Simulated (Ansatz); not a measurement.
Relaxed Sb (A7 type, space group R-3m):

```
Sb
1.0
    2.13423     1.23220     3.57258
   -2.13423     1.23220     3.57258
    0.00000    -2.46440     3.57258
Sb
2
Cartesian
  0.00000   0.00000   2.56051
  0.00000   0.00000   8.15722
```

In this cell atom 2 (Sb, nearest neighbour Sb at 2.910 Å; its periodic images, 4.3 Å or more away, move with it) is moved by s along Cartesian x, unit vector (1.000, 0.000, 0.000); all other atoms and the cell stay fixed.

Computed with PBEsol-D3(BJ) (plane waves to 420 eV, PAW, scalar-relativistic; Ansatz, an electronic-structure program). k mesh 11×11×11 (Γ-centred), Fermi-Dirac smearing 0.05 eV. Energies are smeared free energies. With partly filled bands, energies and forces of such displacements shift with the k mesh and the smearing. F∥ is the force on the atom along that direction. F⊥ is the part of the force across the line. Sb was relaxed with its symmetry unable to fall. Spin-orbit coupling is left out, though Sb is heavy. ΔE is measured from the undisplaced structure.

```json
[
 {"s (Å)": "-0.580", "ΔE (meV/cell)": "?", "|F⊥| (eV/Å)": "1.939", "F∥ (eV/Å)": "2.882"},
 {"s (Å)": "-0.464", "ΔE (meV/cell)": "318", "|F⊥| (eV/Å)": "1.366", "F∥ (eV/Å)": "1.933"},
 {"s (Å)": "-0.348", "ΔE (meV/cell)": "143", "|F⊥| (eV/Å)": "0.882", "F∥ (eV/Å)": "1.124"},
 {"s (Å)": "-0.232", "ΔE (meV/cell)": "49", "|F⊥| (eV/Å)": "?", "F∥ (eV/Å)": "0.531"},
 {"s (Å)": "-0.116", "ΔE (meV/cell)": "10", "|F⊥| (eV/Å)": "0.125", "F∥ (eV/Å)": "0.181"},
 {"s (Å)": "0.000", "ΔE (meV/cell)": "0", "|F⊥| (eV/Å)": "0.001", "F∥ (eV/Å)": "0.000"},
 {"s (Å)": "0.116", "ΔE (meV/cell)": "10", "|F⊥| (eV/Å)": "0.125", "F∥ (eV/Å)": "-0.181"},
 {"s (Å)": "0.232", "ΔE (meV/cell)": "49", "|F⊥| (eV/Å)": "?", "F∥ (eV/Å)": "-0.531"},
 {"s (Å)": "0.348", "ΔE (meV/cell)": "143", "|F⊥| (eV/Å)": "0.882", "F∥ (eV/Å)": "-1.124"},
 {"s (Å)": "0.464", "ΔE (meV/cell)": "318", "|F⊥| (eV/Å)": "1.366", "F∥ (eV/Å)": "-1.933"},
 {"s (Å)": "0.580", "ΔE (meV/cell)": "?", "|F⊥| (eV/Å)": "1.939", "F∥ (eV/Å)": "-2.882"}
]
```

Question: Fill in the missing entries.

Answer: 
- -0.580, ΔE (meV/cell): 597
- -0.232, |F⊥| (eV/Å): 0.457
- 0.232, |F⊥| (eV/Å): 0.457
- 0.580, ΔE (meV/cell): 597

(For displaced atoms, the force is minus the slope of the energy, and its curvature is a force constant, which sets phonon frequencies.)
